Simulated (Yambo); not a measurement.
## How GW settings move the gap: GaAs

G0W0@PBE for GaAs (zinc blende, space group F-43m, No. 216) in Yambo. Reference settings: 4×4×4 Γ-centred k mesh, bands 9 to 217 and a 15 Ry block in the screening, 217 bands in G with the Bruneval-Gonze terminator, plasmon pole fitted at 27.2 eV. The PBE gap Γ → Γ on this mesh is 0.49 eV; G0W0 gaps are taken between the same points.

```tsv
change from the reference	G0W0 gap Γ → Γ (eV)	shift of the valence edge (eV)	rough Yambo cost
reference settings	1.13	-0.58	1
51 bands in W, 51 bands in G	1.20	-0.19	about 1/5
168 bands in W, 168 bands in G	1.15	-0.55	within a factor of two
137 bands in G	1.13	-0.59	–
51 bands in W, 51 bands in G, 3 Ry block	1.17	-0.08	about 1/10
51 bands in W, 51 bands in G, 6 Ry block	1.20	-0.16	about 1/10
80 bands in W, 80 bands in G, 6 Ry block	1.18	-0.31	about 1/6
80 bands in W, 80 bands in G, 9 Ry block	1.19	-0.37	about 1/5
119 bands in W, 119 bands in G, 6 Ry block	1.16	-0.38	about 1/3
168 bands in W, 168 bands in G, 9 Ry block	1.15	-0.52	about 1/2
9 Ry block	1.14	-0.55	within a factor of two
12 Ry block	1.14	-0.57	within a factor of two
pole fitted at 40 eV	1.14	-0.66	–
6×6×6 mesh	1.11	-0.59	about 7×
80 bands in G, no terminator	1.15	-0.32	–
```

The reference isn't shown to be the converged limit. Costs are rough (shared machines), scaled to the same edge states, and given only for runs that recompute the screening.

Spin-orbit splittings are left out.

Geometry relaxed with PBEsol; primitive cell a = b = c = 4.0025 Å, α = β = γ = 60.00°.

A shift is the quasiparticle energy of the state minus its PBE energy.

The potentials are those of PseudoDojo's stringent table.
